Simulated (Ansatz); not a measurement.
Computed with Ansatz, DFT PBE, scalar-relativistic, plane waves, PAW. Cutoff 420 eV, Γ-centred meshes of about 0.25 Å⁻¹ or finer for metals and 0.3 Å⁻¹ for insulators (2π included), Gaussian smearing. No spin polarisation.

All energies are static (0 K, no zero-point motion).

Two forms of TaCl3F were relaxed alike.

1.

```cif
data_structure
_symmetry_space_group_name_H-M 'Immm'
_symmetry_Int_Tables_number 71
_cell_length_a 4.1117
_cell_length_b 4.8429
_cell_length_c 14.7739
_cell_angle_alpha 90.000
_cell_angle_beta 90.000
_cell_angle_gamma 90.000
_cell_volume 294.19
loop_
_atom_site_label
_atom_site_type_symbol
_atom_site_symmetry_multiplicity
_atom_site_Wyckoff_symbol
_atom_site_fract_x
_atom_site_fract_y
_atom_site_fract_z
_atom_site_occupancy
Ta1 Ta 2 a 0.00000 0.00000 0.00000 1
Cl1 Cl 4 i 0.00000 0.00000 0.84273 1
Cl2 Cl 2 d 0.00000 0.50000 0.00000 1
F1 F 2 b 0.50000 0.00000 0.00000 1
```

2.

```cif
data_structure
_symmetry_space_group_name_H-M 'Cm'
_symmetry_Int_Tables_number 8
_cell_length_a 13.2684
_cell_length_b 6.7736
_cell_length_c 9.0967
_cell_angle_alpha 90.000
_cell_angle_beta 132.355
_cell_angle_gamma 90.000
_cell_volume 604.16
loop_
_atom_site_label
_atom_site_type_symbol
_atom_site_symmetry_multiplicity
_atom_site_Wyckoff_symbol
_atom_site_fract_x
_atom_site_fract_y
_atom_site_fract_z
_atom_site_occupancy
Ta1 Ta 4 b 0.49597 0.28149 0.99493 1
Cl1 Cl 4 b 0.26114 0.25060 0.74824 1
Cl2 Cl 2 a 0.00906 0.00000 0.79529 1
Cl3 Cl 2 a 0.98455 0.00000 0.19637 1
Cl4 Cl 2 a 0.99906 0.50000 0.18090 1
Cl5 Cl 2 a 0.02014 0.50000 0.83758 1
F1 F 4 b 0.68748 0.27829 0.19576 1
```

Question: Which is lower in energy, and by how much?

Answer: Cell 2 is lower, by 191 meV/atom. Cell 1 has space group Immm (No. 71), 29.4 Å³/atom and no gap on its mesh; cell 2 has space group Cm (No. 8), 30.2 Å³/atom and a gap of 1.63 eV. In cell 1, around Ta lie 2 F at 2.06 Å and 4 Cl at 2.32–2.42 Å; around Cl on a site of symmetry mm2 lies 1 Ta at 2.32 Å; around F lie 2 Ta at 2.06 Å; 1 more site not described. In cell 2, Ta has 1 F at 1.88 Å, 5 Cl at 2.32–2.53 Å and 1 Ta at 2.96 Å; Cl on a site of symmetry 1 is surrounded by 1 Ta at 2.32 Å; F has 1 Ta at 1.88 Å; 4 more sites not described. Both come from trial cells of a structure search.

Weakly bound directions are ill-defined at this level, which has no dispersion term (Immm, Cm), and this can change margins and order among such cells. Spin–orbit coupling, which can matter for Ta, is left out. Kohn–Sham gaps at this level usually fall short of measured ones. In Immm an odd number of electrons in the primitive cell allows no gap without spin; a larger cell or a magnetic state could open one. A magnetic state wasn't ruled out in cells without spin, among them Immm. With atoms moved at random, cell 2 came back. Cell 1 had no clear such test and can be a saddle point.
